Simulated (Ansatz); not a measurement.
A relaxed structure of GaN is spoiled in several ways and relaxed again each time (noise and exchanges are one random draw each; pressure is positive under compression). Method: PBE (plane waves to 420 eV, PAW, scalar-relativistic; Ansatz, a first-principles code).

Space group P6₃mc (No. 186); a = b = 3.2171 Å, c = 10.4951 Å, α = β = 90.00°, γ = 120.00°

| atom | site | symmetry | x | y | z |
|---|---|---|---|---|---|
| Ga | 2a | 3m. | 0.0000 | 0.0000 | 0.0005 |
| Ga | 2b | 3m. | 0.3333 | 0.6667 | 0.2502 |
| N | 2a | 3m. | 0.0000 | 0.0000 | 0.3125 |
| N | 2b | 3m. | 0.3333 | 0.6667 | 0.0624 |

```tsv
change	first pressure (GPa)	first V (Å³/atom)	released (eV/atom)	moves	outcome	final group	E − E(parent) (eV/atom)
with every coordinate shifted by Gaussian noise of σ = 0.2 Å	10.6	11.76	0.41	5	returns to the parent	P6₃mc	0.000
deformed by the Cartesian strain tensor (xx, yy, zz, yz, xz, xy) = (0.066, 0.125, 0.035, -0.015, 0.087, 0.102)	-17.5	14.36	0.45	7	returns to the parent	P6₃mc	0.000
shaken by Gaussian noise of σ = 0.08 Å a coordinate	4.0	11.76	0.15	5	returns to the parent	P6₃mc	0.000
```

First-step values come from each run's starting, coarser k-mesh (8×8×3, 7×8×3). The runs use different k-meshes, so differences are rounded accordingly. No spin polarisation in the result.

The first start was generated by placing the elements on the sites of a structure type. A measured structure of GaN has the same space group, P6₃mc (No. 186); the sites were not compared with it.
